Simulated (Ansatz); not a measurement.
The relaxed structure here is a generated cell of Nb2C: the first start was made by a random draw of sites in a space group, and the end was not matched to a known phase here, so it may be hypothetical.

The start is a randomly generated symmetric cell of Nb2C (space group No. 187). The structure is fully relaxed (lattice and positions, P = 0) with PBE (plane waves to 420 eV, PAW, scalar-relativistic; Ansatz, a program for electronic structure). First-step values are on the input's coarse k-mesh.

Ansatz input (later rounds restart from its end on a renewed k-mesh):
Ansatz 0.2 input:
```yaml
crystal:
  lattice:
    - [5.4384703, 0, 0]
    - [-2.7192352, 4.7098535, 0]
    - [0, 0, 1.9974129]
  atoms:
    - { symbol: C, position: [0, 0, 0.5] }
    - { symbol: Nb, position: [0.33333333, 0.66666667, 0] }
    - { symbol: Nb, position: [0.66666667, 0.33333333, 0.5] }
basis: { ecutwfc: 420, ecutrho_ratio: 4, xc_grid: 2, fft_grid_basis: typed }
kpoints: { mp_grid: { grid: [5, 5, 11] } }
hamiltonian:
  xc: pbe
  dispersion: none
  pseudopotentials: { kind: paw }
scf: { occupations: { method: fermi_dirac, width: 0.05 } }
relax: { f_tol: 0.01, max_steps: 100, cell: { stress_tol: 0.02 } }
output: { forces: true, stress: true }
```

- Energy released = about 2.7 eV/atom
- Band gap at the end = no gap (metallic)
- Optimiser moves = 37

It ends as:

Space group P-6m2 (No. 187); a = 3.716 Å, b = 3.716 Å, c = 3.722 Å, α = 90.00°, β = 90.00°, γ = 120.00°

```tsv
atom	site	symmetry	x	y	z
C	1b	-6m2	0.0000	0.0000	0.5000
Nb	1e	-6m2	0.6667	0.3333	0.0000
Nb	1d	-6m2	0.3333	0.6667	0.5000
```

Final values are on a 14×14×13 k-mesh of the relaxed cell. The start holds a very short contact (C–C 2.00 Å). No spin polarisation in the result.

The run could not lose the symmetry of its start: the end is stationary, and may be a saddle point rather than a minimum.

All atoms sit on sites fixed by symmetry, so only the cell could relax.
